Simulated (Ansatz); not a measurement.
Relax this structure to zero stress and force, keeping its symmetry:

```cif
data_structure
_symmetry_space_group_name_H-M 'P 1'
_symmetry_Int_Tables_number 1
_cell_length_a 2.5670
_cell_length_b 2.5670
_cell_length_c 8.3866
_cell_angle_alpha 90.000
_cell_angle_beta 90.000
_cell_angle_gamma 120.000
_cell_volume 47.86
loop_
_atom_site_label
_atom_site_type_symbol
_atom_site_fract_x
_atom_site_fract_y
_atom_site_fract_z
_atom_site_occupancy
Cu1 Cu 0.00000 0.00000 0.00000 1
Cu2 Cu 0.33333 0.66667 0.25000 1
Cu3 Cu 0.00000 0.00000 0.50000 1
Cu4 Cu 0.66667 0.33333 0.75000 1
```

Computed with DFT LDA, scalar-relativistic, plane waves, PAW (Ansatz).

Cutoff 420 eV; k points 18×18×6 on the computed 4-atom cell (Γ-centred); Gaussian smearing, width 0.10 eV; no spin polarisation.

Q: What does it relax to?

A: The volume drops by 1.07 Å³/atom to 10.89 Å³/atom, and the energy falls by 51.3 meV/atom. Final structure:
```cif
data_structure
_symmetry_space_group_name_H-M 'P 1'
_symmetry_Int_Tables_number 1
_cell_length_a 2.4875
_cell_length_b 2.4875
_cell_length_c 8.1309
_cell_angle_alpha 90.000
_cell_angle_beta 90.000
_cell_angle_gamma 120.000
_cell_volume 43.57
loop_
_atom_site_label
_atom_site_type_symbol
_atom_site_fract_x
_atom_site_fract_y
_atom_site_fract_z
_atom_site_occupancy
Cu1 Cu 0.00000 0.00000 0.00000 1
Cu2 Cu 0.33333 0.66667 0.25000 1
Cu3 Cu 0.00000 0.00000 0.50000 1
Cu4 Cu 0.66667 0.33333 0.75000 1
```

This form isn't the element's structure at ambient conditions.

Cost: 1 run of about 1.7 core-minutes, on Arm Neoverse V1 (shared hosts).